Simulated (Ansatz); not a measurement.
## CoSn: ¹¹⁹Sn Mössbauer parameters

Cell: a Materials Project structure (computed, not necessarily an observed phase), atoms as given.

Space group P6/mmm (No. 191); a = 5.2460, c = 4.1876 Å, γ = 120.00°.

| site | Wyckoff | site symmetry | x | y | z |
| --- | --- | --- | --- | --- | --- |
| Co | 3f | mmm | 0.0000 | 0.5000 | 0.0000 |
| Sn4 | 2d | -6m2 | 0.6667 | 0.3333 | 0.5000 |
| Sn6 | 1a | 6/mmm | 0.0000 | 0.0000 | 0.0000 |

One atom of each set is listed.

Method: Kohn–Sham DFT in Ansatz, r2SCAN, plane waves and PAW, scalar-relativistic, collinear spin, 500 eV cutoff, Γ-centred 7×7×8 k-points, Fermi–Dirac smearing 0.05 eV. Start moments as typed (μB): 2 on each Co, none on the rest.

Isomer shifts (against SnO₂) follow from the electron density at the nucleus, δ = α(ρ − ρ₀), with α = 0.093 mm s⁻¹ a₀³ and ρ₀ = 183072.84 a₀⁻³ from a line fitted to 8 measured compounds at this level of theory (rms miss 0.14 mm/s). ΔE_Q = ½eQV_zz(1 + η²/3)^½ with Q = -0.132 b for the 23.9 keV state.

**Question.** What would the ¹¹⁹Sn spectrum's parameters be?

**Answer.** 

| site | atoms | first shell | ρ − ρ₀ (a₀⁻³) | δ (mm/s) | ΔE_Q (mm/s) | η |
| --- | --- | --- | --- | --- | --- | --- |
| Sn4 | 2 | 6 Co at 2.58 Å, 3 Sn at 3.03 Å | 17.6 | 1.63 | 1.83 | 0.00 |
| Sn6 | 1 | 6 Co at 2.62 Å | 20.6 | 1.91 | -3.96 | 0.00 |

The shifts of Sn4, Sn6 are in the range of covalently or intermetallically bonded tin.

The program didn't check the stability of this electronic state in full, so a lower one may lie near. With no gap above 0.1 eV, as in a metal, the gradients converge slowly in k; expect changes of a tenth or more on a denser mesh. Without spin–orbit coupling (the program notes it for Sn) the gradients can shift somewhat, as the gap is small. With these PAW files V_zz is typically within 2 to 3 % of all-electron values, but misses above 10 % occur on Sn. The start moments die out, and the run ends without spin.

The run took 5 min of wall time (5.1 min of CPU time) and 1.8 GiB at its peak, on 1 thread of Arm Neoverse V2 (aarch64; 8 cores open to the job, memory cap 3.0 GiB, no GPU), a shared host with a load of 0.5 a core.
